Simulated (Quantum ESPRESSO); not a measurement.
# One change at a time to AuLi2W3Zn2

All numbers below are calculated, not measured. They come from Quantum ESPRESSO 7.5, a public plane-wave density functional program. Each row is one single-point run on a made-up periodic cell of eight metal atoms, with elements, volume, strain and displacements drawn at random and not relaxed, so a cell may be unstable or far from any real phase. There is no spin polarisation or spin-orbit coupling.

Settings: PBE unless stated; PseudoDojo standard norm-conserving files; Fermi-Dirac width 0.25 eV, which means electrons at about 2900 K; cutoff 1143 eV; 8 x 4 x 3 k mesh shifted half a step off Gamma. E is the free energy of the whole cell (internal energy minus TS), so a -TS column is already part of it. Stress is positive in tension, and the pressure P is minus a third of its trace.

Checks: one run of this series was repeated at a higher cutoff and on a denser mesh, which moved values by no more than 0.007 eV, 0.06 GPa and 0.008 eV/Å, and a second program with other atomic files agreed on it to 2 % rms in force and 0.5 GPa in pressure. Known limits: heavy elements are run without spin-orbit coupling, which real alloys of them have; a spin test at this wide smearing found no moment, but such smearing suppresses magnetism that the real alloy may have.

The lattice is face-centred cubic, and the cell vectors in Å are (0.000, -2.052, -2.052); (-6.156, -2.052, 0.000); (-2.052, 4.104, -6.156), a volume of 138.22 Å³ in run 1. The elements on sites 1 to 8 are Li W Zn Zn W Au Li W. Each later run makes one change to run 1 and keeps the rest. E is counted from run 1, and is n/a where other atomic files have another zero of energy.

```
run,change,V (Å³),P (GPa),-TS (eV),rms force (eV/Å),largest change of a force component (eV/Å),E (eV)
1,none,138.22,-11.88,-1.154,0.467,0.000,0.000
2,sites 5 and 7 exchanged,138.22,-14.01,-1.146,0.766,1.987,0.916
3,all lengths scaled by -1.73 %,131.17,-6.77,-1.090,0.430,0.285,?
4,PBEsol in place of PBE,138.22,-16.19,-1.158,0.513,0.187,n/a
5,Hf on site 5,138.22,-4.62,-1.102,0.416,1.007,n/a
6,site 5 moved by +0.19 Å along x,138.22,-10.57,-1.154,0.456,0.889,0.059
```

## Worked estimate

Along a uniform scaling dE = -P dV. The mean of the two pressures is -9.325 GPa and the volume changes by -7.05 Å³, with 160.2 GPa to one eV/Å³. The same two rows give -V dP/dV = 98 GPa for this cell with clamped atoms, which is not the bulk modulus of a real alloy.

## Withheld value

Question: what E should run 3 give?

The estimate is -0.410 eV. The calculation gave -0.416 eV. The mean of two end points misses the curvature of P, and the finite cutoff adds a little.
